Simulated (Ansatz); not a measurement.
**K2H4Pt: 39K NMR of the central transition**

Cell: a Materials Project structure (computed, not necessarily an observed phase), taken as it stands.

```cif
data_structure
_symmetry_space_group_name_H-M 'P 1'
_symmetry_Int_Tables_number 1
_cell_length_a 5.5779
_cell_length_b 5.5779
_cell_length_c 8.1116
_cell_angle_alpha 90.000
_cell_angle_beta 90.000
_cell_angle_gamma 90.000
_cell_volume 252.38
loop_
_atom_site_label
_atom_site_type_symbol
_atom_site_fract_x
_atom_site_fract_y
_atom_site_fract_z
_atom_site_occupancy
K1 K 0.50000 0.00000 0.25000 1
K2 K 0.00000 0.50000 0.25000 1
K3 K 0.50000 0.00000 0.75000 1
K4 K 0.00000 0.50000 0.75000 1
H5 H 0.20921 0.20921 0.00000 1
H6 H 0.79079 0.79079 0.00000 1
H7 H 0.00000 0.00000 0.20329 1
H8 H 0.50000 0.50000 0.29671 1
H9 H 0.70921 0.29079 0.50000 1
H10 H 0.29079 0.70921 0.50000 1
H11 H 0.50000 0.50000 0.70329 1
H12 H 0.00000 0.00000 0.79671 1
Pt13 Pt 0.00000 0.00000 0.00000 1
Pt14 Pt 0.50000 0.50000 0.50000 1
```

Atom numbers follow the list; atoms alike are taken as one site, whose name carries the number of the first.

Method: Kohn–Sham DFT in Ansatz, PBE, plane waves and PAW, scalar-relativistic, 420 eV cutoff, Γ-centred 6×6×4 k-points, Fermi–Dirac smearing 0.05 eV.

39K has I = 3/2 and Q = 60.30 mb (Pyykkö 2018); at 35.2 T its Larmor frequency is ν₀ = 70.0 MHz. Only the quadrupole interaction is simulated: positions count from each site's isotropic chemical shift, and J coupling is left out, as are shift anisotropy and dipolar coupling, which fast spinning averages.

**Question.** Simulate the second-order pattern (fast magic-angle spinning, Gaussian broadening 0.04 kHz) of site K (8 H at 2.81–2.85 Å).

**Answer.** The calculation gives C_Q = 0.985 MHz and η = 0.00, so ν_Q = 0.493 MHz and the centre of gravity lies at -4.95 ppm (-0.347 kHz).

```json
{"offset (kHz)": "-0.9037", "height": "0"}
{"offset (kHz)": "-0.8825", "height": "1"}
{"offset (kHz)": "-0.8613", "height": "3"}
{"offset (kHz)": "-0.8401", "height": "5"}
{"offset (kHz)": "-0.8188", "height": "5"}
{"offset (kHz)": "-0.7976", "height": "5"}
{"offset (kHz)": "-0.7764", "height": "5"}
{"offset (kHz)": "-0.7551", "height": "6"}
{"offset (kHz)": "-0.7339", "height": "6"}
{"offset (kHz)": "-0.7127", "height": "6"}
{"offset (kHz)": "-0.6915", "height": "6"}
{"offset (kHz)": "-0.6702", "height": "6"}
{"offset (kHz)": "-0.6490", "height": "6"}
{"offset (kHz)": "-0.6278", "height": "6"}
{"offset (kHz)": "-0.6066", "height": "7"}
{"offset (kHz)": "-0.5853", "height": "8"}
{"offset (kHz)": "-0.5641", "height": "25"}
{"offset (kHz)": "-0.5429", "height": "64"}
{"offset (kHz)": "-0.5216", "height": "76"}
{"offset (kHz)": "-0.5004", "height": "60"}
{"offset (kHz)": "-0.4792", "height": "49"}
{"offset (kHz)": "-0.4580", "height": "43"}
{"offset (kHz)": "-0.4367", "height": "41"}
{"offset (kHz)": "-0.4155", "height": "39"}
{"offset (kHz)": "-0.3943", "height": "38"}
{"offset (kHz)": "-0.3730", "height": "37"}
{"offset (kHz)": "-0.3518", "height": "37"}
{"offset (kHz)": "-0.3306", "height": "37"}
{"offset (kHz)": "-0.3094", "height": "38"}
{"offset (kHz)": "-0.2881", "height": "39"}
{"offset (kHz)": "-0.2669", "height": "41"}
{"offset (kHz)": "-0.2457", "height": "43"}
{"offset (kHz)": "-0.2245", "height": "46"}
{"offset (kHz)": "-0.2032", "height": "51"}
{"offset (kHz)": "-0.1820", "height": "60"}
{"offset (kHz)": "-0.1608", "height": "78"}
{"offset (kHz)": "-0.1395", "height": "100"}
{"offset (kHz)": "-0.1183", "height": "70"}
{"offset (kHz)": "-0.0971", "height": "17"}
{"offset (kHz)": "-0.0759", "height": "1"}
```

An axis of threefold or higher order runs through K, so V_zz lies along it and η is zero.
